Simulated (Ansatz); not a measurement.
The start is a relaxed CdAu cell shaken by Gaussian noise of σ = 0.08 Å a coordinate. The cell and all atomic positions are relaxed at zero pressure with PBEsol (plane waves to 420 eV, PAW, scalar-relativistic; Ansatz, an electronic-structure program). The first steps use a coarse 13×13×2 k-mesh.

Starting cell:
```yaml
crystal:
  lattice:
    - [2.90975, 0.00000, 0.00000]
    - [-1.45487, 2.51992, 0.00000]
    - [0.00000, 0.00000, 20.74797]
  atoms:
    - { symbol: Cd, position: [0.99066, 0.03736, 0.98953] }
    - { symbol: Cd, position: [0.97751, 0.02884, 0.47525] }
    - { symbol: Cd, position: [0.64151, 0.30914, 0.72375] }
    - { symbol: Cd, position: [0.30803, 0.63713, 0.22004] }
    - { symbol: Au, position: [0.02733, 0.96560, 0.84104] }
    - { symbol: Au, position: [0.03026, 0.04658, 0.34699] }
    - { symbol: Au, position: [0.65232, 0.32535, 0.58593] }
    - { symbol: Au, position: [0.29125, 0.62498, 0.09439] }
```

Question: What pressure does the first self-consistent step give?

Answer: +2.4 GPa (positive: the cell is compressed).

Question: Which atoms feel the largest initial force, and how large is it?

Answer: 1.96 eV/Å, on Cd1 (atoms numbered as listed).

Question: How does the volume per atom move from start to end?

Answer: -4.1 %, from 19.02 to 18.24 Å³/atom.

Question: Is the parent structure recovered?

Answer: It does not go back: it reaches P3m1 (No. 156), 0.12 eV/atom below the parent.

Question: How do the shortest distances between atoms change?

Answer: The closest pairs of elements (up to four, under 3.6 Å), start → end: Au–Cd 2.61 → 2.89 Å; Cd–Cd 2.91 → 3.02 Å; Au–Au 2.91 → 3.02 Å.

Question: Is the relaxed structure metallic? Give its gap.

Answer: No gap (metallic).

Question: Give the final cell and atomic positions.

Answer: 
Space group P3m1 (No. 156); a = b = 3.016 Å, c = 18.533 Å, α = β = 90.00°, γ = 120.00°

```tsv
atom	site	symmetry	x	y	z
Cd	1b	3m.	0.3333	0.6667	0.0275
Cd	1b	3m.	0.3333	0.6667	0.5284
Cd	1b	3m.	0.3333	0.6667	0.2774
Cd	1c	3m.	0.6667	0.3333	0.7783
Au	1a	3m.	0.0000	0.0000	0.1523
Au	1a	3m.	0.0000	0.0000	0.6534
Au	1c	3m.	0.6667	0.3333	0.4029
Au	1a	3m.	0.0000	0.0000	0.9029
```

Final values are on a 18×18×3 k-mesh of the relaxed cell. No spin polarisation in the result.

The relaxed structure here is a generated cell of CdAu: the first start was made by placing the elements on the sites of a structure type, and the end was not matched to a known phase here, so it may be hypothetical.
